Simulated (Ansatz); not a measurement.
CdS:
```
CELL_PARAMETERS angstrom
      4.12080     0.00000     0.00000
     -2.06040     3.56872     0.00000
      0.00000     0.00000    13.43660
ATOMIC_POSITIONS crystal
  Cd 0.00000 0.00000 0.00042
  Cd 0.00000 0.00000 0.50042
  Cd 0.66667 0.33333 0.75023
  Cd 0.33333 0.66667 0.25023
  S  0.00000 0.00000 0.81259
  S  0.00000 0.00000 0.31259
  S  0.66667 0.33333 0.56239
  S  0.33333 0.66667 0.06239
```

x, y and z are the axes in which the lattice vectors are written.

Q: Give the high-frequency dielectric tensor and the Born effective charge tensors of the independent atoms from DFPT, the program Ansatz at the PBEsol level (PAW).

A: 
ε∞:
```
6.33  0.00  0.00
0.00  6.33  0.00
0.00  0.00  6.37
```
Z* of atom 1 (Cd), rows: field, columns: displacement, in e:
```
2.12  0.00  0.00
0.00  2.12  0.00
0.00  0.00  2.20
```
Z* of atom 3 (Cd), rows: field, columns: displacement, in e:
```
2.14  0.00  0.00
0.00  2.14  0.00
0.00  0.00  2.15
```
Z* of atom 5 (S), rows: field, columns: displacement, in e:
```
-2.13   0.00   0.00
 0.00  -2.13   0.00
 0.00   0.00  -2.18
```
Z* of atom 7 (S), rows: field, columns: displacement, in e:
```
-2.14   0.00   0.00
 0.00  -2.14   0.00
 0.00   0.00  -2.17
```

Space group P6_3mc. The cell is a constructed one: a structure type filled with these elements. Its sites differ from those of the usual phase in this space group: another stacking or structure type. The PBEsol relaxation kept the symmetry of its start; whether a distortion lowers the energy is not shown. Spin–orbit coupling is left out wherever it is not named.

Potentials: the later of the program's two PAW sets.
